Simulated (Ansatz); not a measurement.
## How long does this Ansatz run take?

```yaml
crystal:
  lattice:
    - [4.4219981227, 0.0, 0.0]
    - [-2.2109990613, 3.8295627097, 0.0]
    - [0.0, 0.0, 24.05]
  atoms:
    - { symbol: Bi, position: [0.0, 0.0, 0.1247650301] }
    - { symbol: Bi, position: [0.0, 0.0, 0.8752349699] }
    - { symbol: Bi, position: [0.3333333333, 0.6666666667, 0.2916185139] }
    - { symbol: Bi, position: [0.6666666667, 0.3333333333, 0.7083814861] }
    - { symbol: Bi, position: [0.6666666667, 0.3333333333, 0.4649501255] }
    - { symbol: Bi, position: [0.3333333333, 0.6666666667, 0.5350498745] }
    - { symbol: Te, position: [0.3333333333, 0.6666666667, 0.0535933258] }
    - { symbol: Te, position: [0.6666666667, 0.3333333333, 0.9464066742] }
    - { symbol: Te, position: [0.6666666667, 0.3333333333, 0.2087189294] }
    - { symbol: Te, position: [0.3333333333, 0.6666666667, 0.7912810706] }
    - { symbol: Te, position: [0.0, 0.0, 0.3636049667] }
    - { symbol: Te, position: [0.0, 0.0, 0.6363950333] }
kpoints:
  mp_grid: { grid: [11, 11, 2] }
scf:
  occupations: { method: fermi_dirac, width: 0.05 }
hamiltonian:
  xc: r2scan
  pseudopotentials: { kind: paw }
output:
  forces: true
  stress: true
  populations: true
  efg: { quadrupole_moments_barn: { Bi: -0.516 }, contact_densities: true }
```

```sh
ansatz run input.yaml --threads 4 --pin off --max-ram 8192MiB --backend cpu --events-out ev --progress --plain --runs-dir out
```

It runs on 4 threads of Intel Xeon Platinum 8259CL CPU @ 2.50GHz (Skylake/Cascade Lake) (x86_64; 16 cores open to the job, memory cap 8.0 GiB, no GPU), a shared host with a load of 0.4 a core.

(1) How much time and memory should be set aside?

## Answers

(1) About 63 s of wall time (3.7 min of CPU time) and 3.2 GiB. The run holds 186 valence electrons in 112 bands, about 10227 plane waves a k-point and 32 irreducible k-points, and took 11 SCF iterations. Times on a shared host vary by tens of per cent.
